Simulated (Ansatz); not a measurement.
CsCdF$_{3}$:
```yaml
crystal:
  lattice:
    - [4.46156, 0.00000, 0.00000]
    - [0.00000, 4.46156, 0.00000]
    - [0.00000, 0.00000, 4.46156]
  atoms:
    - { symbol: Cs, position: [0.00000, 0.00000, 0.00000] }
    - { symbol: Cd, position: [0.50000, 0.50000, 0.50000] }
    - { symbol: F, position: [0.00000, 0.50000, 0.50000] }
    - { symbol: F, position: [0.50000, 0.00000, 0.50000] }
    - { symbol: F, position: [0.50000, 0.50000, 0.00000] }
```

PBEsol (plane waves, PAW; program Ansatz) gives a gap of 3.23 eV without spin–orbit coupling, maximum at R, minimum at Γ.

What happens when spin–orbit coupling is switched on?

The gap falls by 0.01 eV, to 3.22 eV; maximum at R, minimum at Γ.

Give the electron effective mass with spin–orbit coupling.

0.40 mₑ (isotropic).

Space group Pm-3m (cubic perovskite). The first step of the workflow began from a Materials Project structure, measured or hypothetical; the Crystallography Open Database copy checked does not list it. Whether it is the stable phase at ambient conditions was not checked. Symmetry was held in the PBEsol relaxation; its stability against distortions is not shown here.

Potentials: the later of the program's two PAW sets.
